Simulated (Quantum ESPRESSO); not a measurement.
ZnGa2SiP4 (made-up cell) (calculated)

All values are calculated (Quantum ESPRESSO 7.5). Calculation on a made-up crystal cell, not a measurement, with one named mistake planted (healthy values lack it): periodic Kohn-Sham density functional theory in plane waves with PseudoDojo standard norm-conserving scalar-relativistic pseudopotentials, each functional with its own files (v0.5 for PBE, v0.4.1 for LDA and PBEsol), no spin polarisation, no spin-orbit coupling, atoms not relaxed, stress positive in tension, energies less a fixed whole-eV offset for each atom's element; levels are Kohn-Sham levels at fractions of this cell's reciprocal vectors, counted from the reference band (half the neutral cell's valence electrons, rounded up) at Gamma; error bars cover cutoff and k-mesh only, not smearing or the files; a charged cell sits in a uniform background, with energy and stress on this program's zero of potential; each bar is the largest change over components, and at least 0.002 eV, 0.002 eV per angstrom or 0.02 GPa; energies are for the whole cell, and the offsets were chosen from early runs and are not element reference energies; a distance is the largest change of any value in units of its error bar, a scale change is of lengths, and a coarse mesh keeps the half-step shift.

Entry: ZnGa2SiP4 (made-up cell)

Intended structure:
```xyz
8
Lattice="5.4337 0.0000 0.0000 0.0000 5.4337 0.0000 0.0000 0.0000 5.4337" Properties=species:S:1:pos:R:3 ZnGa2SiP4
Si    -0.0608    -0.0021     0.0411
Ga     0.0169     2.6440     2.6973
Zn     2.7326     0.0426     2.7839
Ga     2.6755     2.7310    -0.0576
P      1.4916     1.2866     1.3638
P      1.3704     4.0548     4.1311
P      4.0709     1.2806     4.0421
P      4.1817     4.1051     1.3579
```

| Item | Value |
| --- | --- |
| lattice type | zincblende/diamond |
| intended functional | pbe |
| intended cutoff | 1143 eV |
| intended fermi dirac smearing | 0.025 eV |
| intended scf tolerance | 1e-07 eV |
| intended electrons removed | 0 |
| healthy free energy less offsets | -3.487 eV |
| healthy smearing term minus ts | 0 eV |
| healthy scf iterations | 10 |
| healthy pressure | 0.84 GPa |
| healthy stress xx | -0.73 GPa |
| healthy stress yy | -0.64 GPa |
| healthy stress zz | -1.15 GPa |
| healthy stress yz | 2.11 GPa |
| healthy stress xz | -0.95 GPa |
| healthy stress xy | -0.06 GPa |
| fault kind | coarse kmesh |
| fault k points along each vector | 2 |
| intended k mesh | 4 x 4 x 4, shifted by half a step |
| structure shown | as intended, without the mistake |
| faulty stress yz | ? |
| faulty stress xx | ? |

Atoms:
```
atoms element  atom site  atom energy offset (eV)
           Si          1                     -115
           Ga          2                    -2080
           Zn          3                    -5687
           Ga          4                    -2080
            P          5                     -189
            P          6                     -189
            P          7                     -189
            P          8                     -189
```

Healthy forces:
```
site  x (eV/Å)  y (eV/Å)  z (eV/Å)
   1     1.397     0.104    -0.372
   2     0.687     0.142     0.044
   3    -0.149    -1.343    -0.359
   4     1.131    -0.337      0.81
   5    -1.479     0.027     -0.57
   6    -1.143     1.096    -0.701
   7     0.671     0.535     1.068
   8    -1.115    -0.225     0.082
```

To be estimated
1. What faulty stress yz does the calculation give for ZnGa2SiP4 (made-up cell)?
2. Estimate the faulty stress xx of ZnGa2SiP4 (made-up cell).
3. Give the table of faulty forces values for ZnGa2SiP4 (made-up cell).

Answers
1. 1.98 GPa
2. -1.084 GPa
3. 
Faulty forces:
```
site  x (eV/Å)  y (eV/Å)  z (eV/Å)
   1     1.413   0.05717   -0.3645
   2    0.6982     0.154   0.04565
   3   -0.1388    -1.339   -0.3623
   4     1.131   -0.3421    0.8112
   5    -1.568   0.03903   -0.6258
   6    -1.201     1.096   -0.6398
   7    0.7197    0.5247     1.131
   8    -1.054   -0.1898  0.004962
```

Further results for ZnGa2SiP4 (made-up cell):

| Property | Result |
| --- | --- |
| faulty free energy less offsets | -2.999 eV |
| faulty smearing term minus ts | 0 eV |
| faulty scf iterations | 10 |
| faulty pressure | 1.177 GPa |
| faulty stress yy | -0.9525 GPa |
| faulty stress zz | -1.494 GPa |
| faulty stress xz | -0.9686 GPa |
| faulty stress xy | -0.03608 GPa |
| other mistakes run | 7 |
| distance from healthy | 56.09 error bars |
| distance from nearest other mistake | 133.6 error bars |
| healthy error bar energy | 0.0087 eV |
| healthy error bar stress | 0.02 GPa |
| healthy error bar force | 0.003578 eV/Å |
